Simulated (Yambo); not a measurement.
G0W0@LDA for KHF₂ (space group I4/mcm, No. 140) in Yambo. Reference settings: 4×4×4 Γ-centred k mesh, 118 bands and a 6 Ry block in the screening, 118 bands in G with the Bruneval-Gonze terminator, plasmon pole fitted at 27.2 eV. The LDA gap Z → Γ on this mesh is 6.91 eV; G0W0 gaps are taken between the same points.

With and without the terminator, as bands are cut:

```
bands in G (in W)  gap, terminator (eV)  gap, none (eV)  valence shift, terminator (eV)  valence shift, none (eV)
-----------------  --------------------  --------------  ------------------------------  ------------------------
38 (38)                          13.152          13.189                          -3.461                    -3.282
52 (52)                          12.097          12.047                          -2.952                    -2.714
71 (71)                          11.801          11.733                          -2.902                    -2.673
94 (94)                          11.666          11.584                          -2.908                    -2.693
```

Over this range the gap spans 1.486 eV with the terminator and 1.605 eV without, the valence shift 0.559 eV and 0.609 eV. Neither column has reached its limit for certain.

Geometry of the Materials Project entry, not relaxed at this level; primitive cell a = b = c = 5.188 Å, α = β = 114.69°, γ = 99.48°.

A shift is the quasiparticle energy of the state minus its LDA energy.
